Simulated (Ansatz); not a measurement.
# NbAl$_{3}$: all-electron results

```yaml
crystal:
  lattice:
    - [-1.91698, 1.91698, 4.29245]
    - [1.91698, -1.91698, 4.29245]
    - [1.91698, 1.91698, -4.29245]
  atoms:
    - { symbol: Al, position: [0.50000, 0.50000, 0.00000] }
    - { symbol: Al, position: [0.75000, 0.25000, 0.50000] }
    - { symbol: Al, position: [0.25000, 0.75000, 0.50000] }
    - { symbol: Nb, position: [0.00000, 0.00000, 0.00000] }
```

Atoms are numbered in the order listed.

The conventional cell has a = 3.834 Å, b = 3.834 Å, c = 8.585 Å, α = 90.00°, β = 90.00°, γ = 90.00°. Al (atom 1) is surrounded by 4 Nb at 2.71 Å and 8 Al at 2.88 Å. Around Al (atom 2) lie 8 Al at 2.71 to 2.88 Å and 4 Nb at 2.88 Å. Nb (atom 4) has 12 Al at 2.71 to 2.88 Å as nearest neighbours.

The cell is the one relaxed in the Materials Project (mp-1842), not relaxed further here; entries there can be hypothetical.

Methods: DFT, LDA, all-electron LAPW, scalar-relativistic (Ansatz 0.2.0); DFT, LDA, PAW with Ansatz's default frozen-core files, scalar-relativistic (Ansatz 0.2.0).

For LAPW: a Γ-centred 12×12×12 k mesh, Fermi–Dirac smearing of 0.05 eV, basis error target 1 meV/atom, no spin polarisation. PAW takes a cutoff of 420 eV at this cell (files made with PBE, cores remade for this functional). The Ansatz runs share mesh, smearing and spin set-up. Values come from LAPW unless marked.

```
Pressure at this cell                                                                                                  : -4.01 GPa
Band gap                                                                                                               : none at this level of theory (metallic, semimetallic, or a small gap that the functional closes)
Stress xx, yy, zz (compression positive)                                                                               : -4.26, -4.26, -3.52 GPa
Density of states at the Fermi level (0.2 eV bin)                                                                      : 0.49 states/eV per cell
Löwdin charges (with 0.11 e of the cell spilling out of the atomic basis, so their sizes and signs hang on that basis) : Al1 0.15, Al2 0.03, Nb4 -0.09 e
Bader charges (from the PAW run)                                                                                       : Al1 +0.27, Al2 +0.14, Nb4 -0.56 e
Volume per atom                                                                                                        : 106.4 bohr³
```
